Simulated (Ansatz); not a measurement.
The relaxed structure here is a generated cell of P: the first start was made by placing the elements on the sites of a structure type, and the end was not matched to a known phase here, so it may be hypothetical. Known forms of P include space group No. 64.

A relaxed structure of P. Space group P1 (No. 1). The numbers are results of PBEsol (plane waves to 420 eV, PAW, scalar-relativistic; Ansatz, a quantum-chemistry and plane-wave program), not measurements.

```xyz
8
Lattice="5.3397 0.0000 0.0000 -1.7151 5.3205 0.0000 -2.0334 -1.6715 5.2528" Properties=species:S:1:pos:R:3 pbc="T T T"
P      3.6535     0.1175     0.0222
P     -0.9915     2.0005     0.9916
P      2.3071     2.7455     1.4679
P      0.4258     3.6467     3.1249
P     -0.6103    -1.5515     5.0108
P     -2.3515     1.5770     4.4992
P     -1.1172    -0.8372     2.9340
P      1.3187     1.5260     3.0681
```

Volume per atom: 18.65 Å³
Band gap: 0.31 eV, indirect (valence top at Γ, conduction bottom at X) (no spin-orbit coupling)
Smallest direct gap: 0.91 eV at k = (0.4286, 0.4286, 0)
Shortest distances: P–P 2.20 Å
k-mesh: 7×7×6

Band energies at high-symmetry points (eV from the VBM; labels of this space group; no spin-orbit coupling), from −5 eV up to 2.8 eV:

```
point                                                                                         energies
-----  -----------------------------------------------------------------------------------------------
Γ                                   -4.59 -4.13 -3.43 -2.29 -2.12 -1.24 -1.01 0.00 1.23 1.67 2.38 2.69
X                 -4.96 -4.65 -4.44 -4.10 -3.48 -2.94 -2.47 -1.95 -1.31 -0.61 0.31 1.17 1.45 2.36 2.70
Y                 -4.88 -4.68 -4.31 -3.71 -3.32 -2.64 -2.00 -1.75 -1.33 -0.72 0.71 1.26 1.53 1.93 2.41
Z                            -4.78 -4.47 -3.66 -3.49 -3.00 -2.32 -2.03 -1.32 -0.40 0.76 1.24 1.86 2.30
R2      -4.62 -4.52 -3.86 -3.35 -2.84 -2.23 -1.46 -1.31 -0.96 -0.87 0.32 1.13 1.78 1.93 2.01 2.22 2.77
T2     -5.00 -4.41 -4.19 -3.76 -3.52 -3.11 -2.21 -1.79 -1.64 -1.07 -0.07 0.86 1.28 1.77 1.82 1.99 2.53
U2           -4.53 -4.00 -3.70 -3.30 -2.65 -2.36 -2.16 -1.82 -1.17 -1.04 1.14 1.61 1.81 2.32 2.45 2.71
V2           -4.78 -4.42 -3.97 -3.78 -3.41 -2.89 -2.62 -1.72 -1.27 -0.63 0.48 0.82 1.32 1.80 2.13 2.77
```

No spin polarisation in the result.

It was reached from a disturbed copy of a Ia-3 (No. 206) cell (AFLOW prototype A_cI16_206_c (as in Si)), against which it lies -0.26 eV/atom.
